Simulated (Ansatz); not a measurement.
**Bi2Se3: field gradients at two levels of theory**

Cell: a structure deposited in the COD, its atoms then relaxed with PBE in this cell.

```yaml
crystal:
  lattice:
    - [1.96496, 1.13447, 9.14266]
    - [-1.96496, 1.13447, 9.14266]
    - [0.00000, -2.26894, 9.14266]
  atoms:
    - { symbol: Bi, position: [0.59732, 0.59732, 0.59732] }
    - { symbol: Bi, position: [0.40268, 0.40268, 0.40268] }
    - { symbol: Se, position: [0.79544, 0.79544, 0.79544] }
    - { symbol: Se, position: [0.20456, 0.20456, 0.20456] }
    - { symbol: Se, position: [0.00000, 0.00000, 0.00000] }
```

Atom numbers follow the list; atoms alike are taken as one site, whose name carries the number of the first.

First run. Computed with Ansatz: DFT, PBE, plane waves and PAW, scalar-relativistic, 420 eV cutoff, Γ-centred 14×14×14 k-points, Fermi–Dirac smearing 0.05 eV.

| site | atom | V_zz (10²¹ V/m²) | η |
| --- | --- | --- | --- |
| Bi | 1 | 2.53 | 0.00 |
| Se3 | 3 | 4.21 | 0.00 |
| Se5 | 5 | 9.43 | 0.00 |

Second run. The same atoms and settings, except that the functional is LDA.

Task: What does the second run give?

Result: 

| site | atom | V_zz | η | change of V_zz |
| --- | --- | --- | --- | --- |
| Bi | 1 | 2.70 | 0.00 | +0.17 |
| Se3 | 3 | 4.24 | 0.00 | +0.03 |
| Se5 | 5 | 9.39 | 0.00 | -0.04 |

The largest change of V_zz is on Bi, from 2.53 to 2.70. In per cent, |V_zz| changes by +7 on Bi, 0 to +1 on Se (all sites that start above 2). The first run finds no gap above 0.1 eV, the second does.

Spin–orbit coupling is left out, which shifts gradients on Bi by a few per cent in wide-gap crystals, and can shift them far more where the calculated gap is small or absent, as here.
For the first run: At this cell the PBE pressure is 12 GPa, so with PBE the cell would grow if it were relaxed. The entry's cell may itself be off. With no gap above 0.1 eV, as in a metal, the gradients converge slowly in k; expect changes of a tenth or more on a denser mesh. Semilocal functionals make gaps too small and can close them, so the real compound need not be a metal.
For the second run: At this cell the LDA pressure is 7 GPa, so with LDA the cell would grow if it were relaxed. With a gap of 0.11 eV under a smearing of 0.05 eV the band edges are partly filled, so small gradients can hang on the smearing and the k-mesh.
